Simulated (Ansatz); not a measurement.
Hf, one cell by several methods

```
CELL_PARAMETERS angstrom
0.00000 2.22000 2.19780
2.22000 0.00000 2.19780
2.22000 2.22000 0.00000
ATOMIC_POSITIONS crystal
Hf 0.00000 0.00000 0.00000
```

The cell is COD entry 1534929, as deposited and not checked against the literature; nothing was relaxed. The listed cell was then made from it by scaling, straining or moving an atom.

No spin–orbit coupling, which matters for the heavy atoms here.

All numbers are computed: DFT, PBEsol, PAW with Ansatz's default frozen-core files, scalar-relativistic (Ansatz 0.2.0); DFT, PBEsol, all-electron PAW with datasets made for the crystal, scalar-relativistic (Ansatz 0.2.0); DFT, PBEsol, all-electron LAPW, scalar-relativistic (Ansatz 0.2.0).

For PAW: a Γ-centred 16×16×16 k mesh, Fermi–Dirac smearing of 0.03 eV, cutoff 420 eV, no spin polarisation; the PAW files were made with PBE, and the program remakes their frozen cores for this functional. The crystal-made all-electron datasets (AE datasets) take a cutoff of 400 eV at this cell. LAPW targets a basis error of 0.25 meV/atom. The Ansatz runs share mesh, smearing and spin set-up. Plane-wave (PAW) pressures include the program's estimate of the Pulay term.

Stress and pressure are positive in compression.

No spin–orbit coupling: at heavy atoms the gradients can be off by tens of per cent for that reason.

In a metal, gradients converge slowly with the k mesh: the values move by tens of per cent from one mesh to another, at times in sign, so only the comparison on one mesh counts.

```
                            quantity    PAW  AE datasets   LAPW
                      pressure (GPa)  -0.59        -0.56  -0.56
                     stress xx (GPa)  -0.63        -0.60  -0.60
                     stress zz (GPa)  -0.50        -0.47  -0.47
field gradient Vzz at Hf (10²¹ V/m²)   1.17         1.17      –
```

PAW's pressure differs from the LAPW value by -0.03 GPa.
